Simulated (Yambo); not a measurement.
Yambo run on SrTiO$_{3}$ (cubic perovskite, space group Pm-3m, No. 221). The wavefunctions come from this Quantum ESPRESSO step (LDA, PseudoDojo standard norm-conserving files, scalar-relativistic):

```
&CONTROL
  calculation = 'nscf'
  pseudo_dir = './pseudo'
  outdir = './out'
/
&SYSTEM
  ibrav = 0
  nat = 5
  ntyp = 3
  ecutwfc = 84.0
  ecutrho = 336.0
  occupations = 'fixed'
  force_symmorphic = .true.
  nbnd = 120
/
&ELECTRONS
  conv_thr = 5e-09
  diago_full_acc = .true.
  diago_thr_init = 1e-08
/
ATOMIC_SPECIES
O 15.9990 O.upf
Ti 47.8670 Ti.upf
Sr 87.6200 Sr.upf
CELL_PARAMETERS angstrom
  3.912700000000   0.000000000000   0.000000000000
  0.000000000000   3.912700000000   0.000000000000
  0.000000000000   0.000000000000   3.912700000000
ATOMIC_POSITIONS crystal
O   0.500000000000   0.000000000000   0.500000000000
O   0.000000000000   0.500000000000   0.500000000000
O   0.500000000000   0.500000000000   0.000000000000
Ti   0.500000000000   0.500000000000   0.500000000000
Sr   0.000000000000   0.000000000000   0.000000000000
K_POINTS automatic
4 4 4 0 0 0
```

Yambo input:

```
rim_cut
gw0
dyson
el_el_corr
HF_and_locXC
ppa
em1d
RandQpts= 1000000
RandGvec= 1 Ry
EXXRLvcs= 84 Ry
VXCRLvcs= 336 Ry
Chimod= "HARTREE"
% BndsRnXp
 2 | 118 |
%
NGsBlkXp= 8 Ry
% LongDrXp
 1.0 | 1.0 | 1.0 |
%
PPAPntXp= 27.2114 eV
% GbndRnge
 1 | 118 |
%
GTermKind= "BG"
DysSolver= "n"
ExtendOut
% QPkrange
 1 | 1 | 20 | 21 |
 10 | 10 | 20 | 21 |
%
```

k points by index: 1 = Γ, 10 = R.

Table of the .qp output:

```
#    K-point    Band    Eo [eV]    E [eV]    E-Eo [eV]    Vxc [eV]    Vnlxc [eV]    Sc|Eo [eV]    Sc|E [eV]    dSc/dw|Eo [eV]    Re(Z)    Im(Z)
#
    1    20    -0.361701    -0.752165    -0.390465    -20.28133    -25.21755    4.430033    4.545762    -8.062599    0.771427    -0.001342
    1    21    1.798352    3.116653    1.318300    -18.86224    -11.46866    -5.704352    -6.075283    -7.655537    0.780433    -0.001465
    10    20    0.000000    -0.375500    -0.375500    -19.92367    -25.02173    4.608274    4.722557    -8.278919    0.766725    -0.001377
    10    21    4.455113    5.845062    1.389949    -21.75174    -12.94712    -6.902717    -7.414671    -10.02248    0.730466    0.016158
```
(The two width columns are left out.) Convergence of these settings isn't established.

Geometry of the Materials Project entry, not relaxed at this level.
